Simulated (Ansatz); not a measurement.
## Relaxing a structure of Al2Cu

The start is a generated cell, Al2Cu built in the AFLOW prototype AB2_cF12_225_a_c (C1, as in CaF2). Cell shape, volume and atoms are optimised at zero target pressure with r2SCAN (plane waves to 500 eV, PAW, scalar-relativistic; Ansatz, a program for electronic structure). The first steps use a coarse 10×10×10 k-mesh.

Initial structure:
```yaml
crystal:
  lattice:
    - [0.00000, 2.88911, 2.88911]
    - [2.88911, 0.00000, 2.88911]
    - [2.88911, 2.88911, 0.00000]
  atoms:
    - { symbol: Cu, position: [0.00000, 0.00000, 0.00000] }
    - { symbol: Al, position: [0.25000, 0.25000, 0.25000] }
    - { symbol: Al, position: [0.75000, 0.75000, 0.75000] }
```

Problem. How large is the pressure on the unrelaxed cell, and of which sign?

Solution. -2.3 GPa (negative: the cell is under tension).

Problem. By how much does the energy per atom fall from start to end?

Solution. Under 0.01 eV/atom.

Problem. How does the volume change?

Solution. -2.2 %, from 16.08 to 15.72 Å³/atom.

Problem. How do the shortest distances between atoms change?

Solution. The closest pairs of elements (up to four, under 3.6 Å), start → end: Al–Cu 2.50 → 2.48 Å; Al–Al 2.89 → 2.87 Å.

Problem. Is the relaxed structure metallic? Give its gap.

Solution. Zero (metallic).

Problem. Give the final cell and atomic positions.

Solution. 
```cif
data_Al8Cu4
_chemical_formula_sum 'Cu4 Al8'
_space_group_name_H-M_alt 'Fm-3m'
_space_group_IT_number 225
_space_group_name_Hall '-F 4 2 3'
_cell_length_a 5.73458
_cell_length_b 5.73458
_cell_length_c 5.73458
_cell_angle_alpha 90.000
_cell_angle_beta 90.000
_cell_angle_gamma 90.000
loop_
_atom_site_label
_atom_site_type_symbol
_atom_site_symmetry_multiplicity
_atom_site_Wyckoff_symbol
_atom_site_fract_x
_atom_site_fract_y
_atom_site_fract_z
_atom_site_occupancy
Cu1 Cu 4 a 0.00000 0.00000 0.00000 1
Al1 Al 8 c 0.25000 0.25000 0.25000 1
```
(The calculation used a cell of 3 atoms; values per cell refer to that cell.)

The space group stays Fm-3m (No. 225) (the run could not lower it); the end is AFLOW prototype AB2_cF12_225_a_c (C1, as in CaF2), with 3 atoms in the primitive cell. Final values are on a 14×14×14 k-mesh of the relaxed cell. No spin polarisation in the result.

The run could not lose the symmetry of its start; a randomly shaken copy of 6 atoms returns to this structure.

All atoms sit on sites fixed by symmetry, so only the cell could relax.

The relaxed structure here is a generated cell of Al2Cu: the first start was made by placing the elements on the sites of a structure type, and the end was not matched to a known phase here, so it may be hypothetical. Known forms of Al2Cu include space group No. 140.
